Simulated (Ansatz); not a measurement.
The elements of this relaxed trial crystal are hidden behind letters.

```
lattice vectors (Å)
   0.0000    3.8828    3.8828
   3.8828    0.0000    3.8828
   3.8828    3.8828    0.0000
fractional positions
X 0.5000 0.5000 0.5000
Z 0.7500 0.7500 0.7500
Q 0.5264 0.9736 0.9736
Q 0.9736 0.5264 0.5264
Q 0.5264 0.9736 0.5264
Q 0.9736 0.5264 0.9736
Q 0.5264 0.5264 0.9736
Q 0.9736 0.9736 0.5264
```

All numbers below come from DFT PBE, scalar-relativistic, plane waves, PAW in Ansatz. Plane waves to 420 eV, an 8×8×8 mesh through Γ for the 8-atom cell and 0.10 eV Gaussian smearing; no spin polarisation.

```
Space group                              : F-43m (No. 216)
Conventional cell                        : a = 7.766 Å
Volume per atom                          : 14.63 Å³
Density                                  : 2.42 g/cm³
Energy over the elements                 : 0.00 eV/atom
Gap on the 8×8×8 mesh of the 8-atom cell : 0 eV (a metal)
```

Energies are uncorrected and count from the elements' standard states at the same level.

Question: X is an s-block element of period 6, Z is a p-block element of period 3 and Q is an s-block element of period 1. Which elements are they?

Answer: X = Ba, Z = Al, Q = H, so the formula is BaAlH6. Density times volume gives a mean mass of 2.42 × 14.63/1.6605 = 21.3 u per atom, and this set has 21.3 u. Around Ba lie 12 H at 2.75 Å and 4 Al at 3.36 Å; Al has 6 H at 1.74 Å and 4 Ba at 3.36 Å; H is surrounded by 1 Al at 1.74 Å, 4 H at 2.46 Å and 2 Ba at 2.75 Å. Other sets within the hints have nearly the same mass, so mass alone doesn't settle it; this one was computed.

The cell is a metal run without spin; a magnetic state may lie lower. Symmetry constrained the relaxation, so the result can be a saddle point.
